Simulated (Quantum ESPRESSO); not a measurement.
Ga2Hf4ScTa, one composition in several site orders

A calculation, not a measurement. The program is pw.x of Quantum ESPRESSO 7.5 (plane-wave density functional theory). The cell is made up: eight metal atoms on a hexagonal close-packed lattice, with elements, volume, strain and displacements drawn at random and not relaxed, so it may be unstable or far from any real phase. PseudoDojo standard norm-conserving files set the functional (PBE unless stated); there is no spin polarisation or spin-orbit coupling, the Fermi-Dirac width of 0.25 eV means electrons at about 2900 K, and the masses in the input are unused placeholders. Heavy elements are run without spin-orbit coupling, which real alloys of them have. A spin test at this wide smearing found no moment, but such smearing suppresses magnetism that the real alloy may have.

The runs put one composition on the sites in different orders. Cell, positions, cutoff, mesh and smearing stay as in the input of run 1; sites are counted in its order. Stress in the tables is positive in tension.

Input of run 1:

```
&control calculation='scf', pseudo_dir='./dojo.nc.sr.pbe.v0_5.standard.upf', outdir='./o', disk_io='minimal', tprnfor=.true., tstress=.true. /
&system ibrav=0, nat=8, ntyp=4, nbnd=65, ecutwfc=79.96652505, nosym=.true., tot_charge=0,
 occupations='smearing', smearing='fd', degauss=0.0183746611
/
&electrons conv_thr=1.470e-08, electron_maxstep=70, mixing_beta=0.5 /
ATOMIC_SPECIES
Ga 1.0 Ga.upf
Hf 1.0 Hf.upf
Sc 1.0 Sc.upf
Ta 1.0 Ta.upf
CELL_PARAMETERS angstrom
-3.0624 0.0366 -0.0214
-0.0982 5.3409 -4.9664
0.0285 -5.3549 -4.9813
ATOMIC_POSITIONS angstrom
Ga -0.0108 -0.0207 -0.0013
Hf -0.0565 1.7405 -2.4416
Sc -0.0103 0.0656 -4.9683
Ga -0.0779 1.7106 -7.4515
Hf -1.4921 -0.875 -2.5434
Hf -1.6426 -2.7573 -4.8796
Hf -1.5562 -0.879 -7.5265
Ta -1.6402 2.687 -4.9957
K_POINTS automatic
8 3 3 1 1 1
```

| run | elements on sites 1 to 8 | free energy less that of run 1 (eV) | -TS (eV) | pressure (GPa) | stress xx (GPa) | stress yy (GPa) | stress zz (GPa) | stress yz (GPa) | stress xz (GPa) | stress xy (GPa) | iterations |
| --- | --- | --- | --- | --- | --- | --- | --- | --- | --- | --- | --- |
| 1 | Ga Hf Sc Ga Hf Hf Hf Ta | 0.000 | -1.575 | 0.27 | -1.85 | 1.70 | -0.66 | 0.57 | 0.47 | -2.14 | 17 |
| 2 | Hf Hf Hf Hf Ga Ta Ga Sc | -0.057 | -1.592 | 0.26 | -0.45 | 0.27 | -0.61 | 0.46 | 0.57 | -1.17 | 17 |
| 3 | Ga Sc Ga Hf Hf Hf Ta Hf | -0.007 | -1.503 | -0.22 | -1.03 | 1.62 | 0.06 | 0.16 | 0.62 | -2.43 | 18 |
| 4 | Sc Hf Ta Hf Hf Hf Ga Ga | -0.035 | -1.482 | 1.08 | -2.11 | 1.13 | -2.26 | 1.39 | 0.34 | -1.74 | 18 |
| 5 | Hf Ga Hf Sc Ta Ga Hf Hf | 0.481 | -1.551 | 2.26 | -2.00 | -1.96 | -2.80 | -1.03 | 0.59 | -1.65 | 18 |
| 6 | Ga Hf Ta Sc Hf Hf Hf Ga | 0.100 | -1.688 | 1.08 | -2.61 | -1.91 | 1.27 | 0.66 | 0.51 | -1.66 | 17 |

Forces Fx Fy Fz (eV/Å):

```
site              run 1              run 2              run 3              run 4             run 5              run 6
   1  -0.06 -0.29 -0.43    0.08 0.06 -0.11   -0.06 -0.07 0.13   -0.07 -1.17 0.45   0.14 0.62 -0.89  -0.07 -0.09 -0.12
   2    0.02 0.74 -0.28    -0.21 0.86 0.51   -0.01 0.50 -0.06   -0.02 0.84 -0.81  0.00 -0.15 -0.18   -0.01 0.00 -0.62
   3  -0.11 -0.17 -0.35  -0.13 -1.93 -0.03  -0.08 -0.43 -0.22    0.06 0.16 -0.49  -0.17 -1.57 0.43   0.08 -0.29 -0.12
   4    -0.07 0.14 0.68   -0.25 0.75 -0.47   -0.20 -0.49 0.36   -0.33 -0.59 1.37  -0.06 0.85 -0.50   -0.20 -0.11 1.00
   5   -0.23 -0.90 1.22   -0.14 -0.38 0.06   -0.12 -0.01 0.18  -0.14 -0.01 -0.19   -0.16 0.58 0.18    -0.18 0.30 0.64
   6   0.36 -0.49 -0.38    0.45 0.73 -0.63    0.37 0.43 -1.14    0.55 1.28 -0.93   0.24 0.81 -0.26    0.40 0.45 -1.03
   7   -0.06 0.08 -0.27   -0.09 -0.55 0.49    -0.07 0.02 0.29   -0.11 -0.40 0.81  -0.22 -1.48 0.75   -0.13 -0.28 0.12
   8    0.14 0.90 -0.18     0.29 0.46 0.19     0.17 0.06 0.44   0.06 -0.12 -0.22    0.23 0.34 0.47     0.11 0.02 0.13
```

The sites are displaced and not relaxed, so the energy differences hold strain from misfit and are not ordering energies. A rerun of one cell of this series at a higher cutoff and on a denser mesh moved values by no more than 0.002 eV in energy, 0.02 GPa in stress and 0.007 eV/Å in force, and a second program with other atomic files agreed on that cell to 2 % rms in force and 0.5 GPa in pressure.